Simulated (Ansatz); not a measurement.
GeMo:
```
CELL_PARAMETERS angstrom
      3.12594     0.00000     0.00000
      0.00000     3.12594     0.00000
      0.00000     0.00000     3.12594
ATOMIC_POSITIONS crystal
  Mo 0.00000 0.00000 0.00000
  Ge 0.50000 0.50000 0.50000
```

Relaxed with PBE. Special points in fractions of this cell's reciprocal vectors: Γ (0.000, 0.000, 0.000); X (0.000, 0.500, 0.000); M (0.500, 0.500, 0.000); R (0.500, 0.500, 0.500).

List the band energies nearest the Fermi level at these points for the program Ansatz at the PBE level (PAW).

In eV from the Fermi level; about four levels below and three above (degenerate sets whole), none deeper than 8.9 eV; points with the same levels are listed once.

| k | below | above |
|---|---|---|
| Γ | -3.01 -3.01 | 1.17 1.17 1.17 |
| X | -6.75 -2.31 -1.73 -1.73 | 1.35 2.88 7.26 |
| M | -3.25 -3.25 -2.53 -0.32 -0.32 | 2.66 3.27 5.34 |
| R | -5.47 -5.47 -5.47 -5.05 | 2.78 2.78 4.25 4.25 4.25 |

Space group Pm-3m (CsCl type). The cell is a constructed one: a structure type filled with these elements; neither database checked (COD, Materials Project) lists it. Its standing as an ambient phase is unchecked. Symmetry was held in the PBE relaxation; whether a distortion lowers the energy is not shown. The run is not spin-polarised. Spin–orbit coupling is left out wherever it is not named.

Potentials: the later of the program's two PAW sets.
